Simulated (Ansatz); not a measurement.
Rb₃InF₆:
```
Rb3InF6
1.0
    0.00000     4.67953     4.67953
    4.67953     0.00000     4.67953
    4.67953     4.67953     0.00000
Rb In F
3 1 6
Direct
  0.75000   0.75000   0.75000
  0.25000   0.25000   0.25000
  0.50000   0.50000   0.50000
  0.00000   0.00000   0.00000
  0.77872   0.22128   0.22128
  0.22128   0.77872   0.77872
  0.22128   0.77872   0.22128
  0.77872   0.22128   0.77872
  0.22128   0.22128   0.77872
  0.77872   0.77872   0.22128
```

Relaxed with r²SCAN. Special points in fractions of this cell's reciprocal vectors: Γ (0.000, 0.000, 0.000); X (0.500, 0.000, 0.500); U (0.625, 0.250, 0.625); K (0.375, 0.375, 0.750); L (0.500, 0.500, 0.500); W (0.500, 0.250, 0.750).

**Question.** List the band energies nearest the valence-band maximum at these points for DFT-r²SCAN with spin–orbit coupling in the program Ansatz with PAW potentials.

**Answer.** In eV from the valence-band maximum; about four levels below and three above (degenerate sets whole), none deeper than 8.9 eV; points with the same levels are listed once.

```tsv
k	below	above
Γ	-0.32 -0.32 -0.32 -0.32	5.96 5.96 9.25 9.25 9.25 9.25
X	-0.43 -0.43 -0.33 -0.33	7.54 7.54 8.46 8.46
U	-0.36 -0.36 -0.18 -0.18	7.62 7.62 8.72 8.72
L	-0.04 -0.04 0.00 0.00	7.45 7.45 8.36 8.36
W	-0.39 -0.39 -0.15 -0.15	7.66 7.66 8.92 8.92 8.92 8.92
```

Space group Fm-3m. The workflow started from a Materials Project entry (that database holds measured and hypothetical structures alike); the Crystallography Open Database copy checked does not list it. Whether it is the stable phase at ambient conditions was not checked. The r²SCAN relaxation kept the symmetry of its start; its stability against distortions is not shown here.

Potentials: the later of the program's two PAW sets.
